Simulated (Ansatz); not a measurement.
An elastic tensor (GPa, Voigt order, standard axes) from PBEsol (plane waves, PAW; program Ansatz):

```
444  224  224  0.0  0.0  0.0
224  444  224  0.0  0.0  0.0
224  224  444  0.0  0.0  0.0
0.0  0.0  0.0  220  0.0  0.0
0.0  0.0  0.0  0.0  220  0.0
0.0  0.0  0.0  0.0  0.0  220
```

Q: Which compound is it?
A. ZrIr3, Cu3Au type
B. ScPd3, Cu3Au type
C. BaIrO3, cubic perovskite
D. InPd3, Cu3Au type

A: A, ZrIr3, Cu3Au type

Space group Pm-3m (Cu3Au type). The workflow started from an entry of the Crystallography Open Database (COD). Its standing as an ambient phase is unchecked. The PBEsol relaxation kept the symmetry of its start; its stability against distortions is not shown here. No spin polarisation was allowed. As this level gives no gap, shear constants depend on the k-mesh and smearing (Fermi–Dirac, 0.1 eV here). Spin–orbit coupling is left out wherever it is not named.

Potentials: the later of the program's two PAW sets.
